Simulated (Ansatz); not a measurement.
LaB2:
```xyz
3
Lattice="-2.0196 2.0196 3.4903 2.0196 -2.0196 3.4903 2.0196 2.0196 -3.4903" Properties=species:S:1:pos:R:3 pbc="T T T"
La     0.0000     0.0000     0.0000
B      0.0000     0.0000     2.7193
B      0.0000     0.0000     4.2614
```

Relaxed with PBE. Special points in fractions of this cell's reciprocal vectors: Γ (0.000, 0.000, 0.000); X (0.000, 0.000, 0.500); P (0.250, 0.250, 0.250); N (0.000, 0.500, 0.000); M (0.500, 0.500, -0.500); S (0.334, 0.666, -0.334); S0 (-0.334, 0.334, 0.334); R (-0.167, 0.167, 0.500); G (0.500, 0.500, -0.167).

### Question
List the band energies nearest the Fermi level at these points for plane-wave PAW PBE (Ansatz code).

### Answer
In eV from the Fermi level; about four levels below and three above (degenerate sets whole), none deeper than 8.9 eV; points with the same levels are listed once.

```csv
k,below,above
Γ,-8.38 -2.41 -0.97,0.33 0.33 1.03 1.03
X,-1.53 -1.10 -0.91 -0.82,0.27 2.97 3.18
P,-7.84 -2.77 -1.07 -1.07,0.79 1.51 1.51
N,-6.91 -3.83 -1.92 -1.46,0.22 2.28 2.58
M,-7.91 -2.75 -0.17 -0.17,0.47 0.59 3.06
S,-2.75 -2.06 -1.16 -0.27,2.55 2.68 2.81
R,-2.45 -1.15 -0.94 -0.45,0.74 2.96 3.06
```

Space group I4/mmm (MoSi2 or CaC2 type). The start of the workflow was typed in or built on a structure type; neither database checked (COD, Materials Project) lists it. Its standing as an ambient phase is unchecked. The cell was relaxed with PBE under the symmetry of its start; its stability against distortions is not shown here. Its formation energy is positive at this level, so the cell may be metastable or incomplete. Scalar-relativistic: spin–orbit coupling is off unless named, which matters more the heavier the elements.

Potentials: the earlier of the program's two PAW sets.
